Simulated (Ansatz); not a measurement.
## Li₅Ge₃, a known structure type with other elements, at an estimated volume

```yaml
crystal:
  lattice:
    - [7.06808, 0.00000, 0.00000]
    - [-3.53404, 6.12114, 0.00000]
    - [0.00000, 0.00000, 5.29416]
  atoms:
    - { symbol: Ge, position: [0.60450, 0.00000, 0.25000] }
    - { symbol: Ge, position: [0.60450, 0.60450, 0.75000] }
    - { symbol: Ge, position: [0.00000, 0.60450, 0.25000] }
    - { symbol: Ge, position: [0.39550, 0.00000, 0.75000] }
    - { symbol: Ge, position: [0.39550, 0.39550, 0.25000] }
    - { symbol: Ge, position: [0.00000, 0.39550, 0.75000] }
    - { symbol: Li, position: [0.24124, 0.00000, 0.25000] }
    - { symbol: Li, position: [0.24124, 0.24124, 0.75000] }
    - { symbol: Li, position: [0.00000, 0.24124, 0.25000] }
    - { symbol: Li, position: [0.75876, 0.00000, 0.75000] }
    - { symbol: Li, position: [0.75876, 0.75876, 0.25000] }
    - { symbol: Li, position: [0.00000, 0.75876, 0.75000] }
    - { symbol: Li, position: [0.66670, 0.33330, 0.00000] }
    - { symbol: Li, position: [0.33340, 0.66670, 0.50000] }
    - { symbol: Li, position: [0.33330, 0.66670, 0.00000] }
    - { symbol: Li, position: [0.66660, 0.33330, 0.50000] }
```

Level: PBE, no spin polarisation; 420 eV; 6×6×7 Γ-centred mesh; fermi-dirac occupations (width 0.1 eV); Ansatz 0.2.0, fixed geometry.

Contacts: Ge–Li at 2.44 Å: least valence density 0.15 e/Å³ and ELF 0.06 there. Li–Li at 2.65 Å: least valence density 0.09 e/Å³ and ELF 0.16 there. Both are smooth PAW fields, read partly inside the augmentation spheres.
Stress: The pressure is 7.4 GPa (compression positive), so with the atoms held at these fractions the cell would first expand. The principal stresses 0.8, 10.7, 10.7 GPa differ, so its shape would change too.
At the Fermi level: It is a metal, with about 4.6 states/eV a cell as the mean within 0.25 eV of the Fermi level, mostly Ge p (78 %).
Charges: Bader charges in e: Li +0.81, Ge -1.35. In the mean Li gives up most and Ge takes most.
Forces: The largest is on Ge1 (and as large on other atoms): 0.56 eV/Å, components (-0.56, 0.00, 0.00). It makes 143° with the line to a nearest neighbour, Li11 at 2.44 Å, pointing away from it.

Origin: a known structure type with other elements, at an estimated volume, so it need not be a known compound.
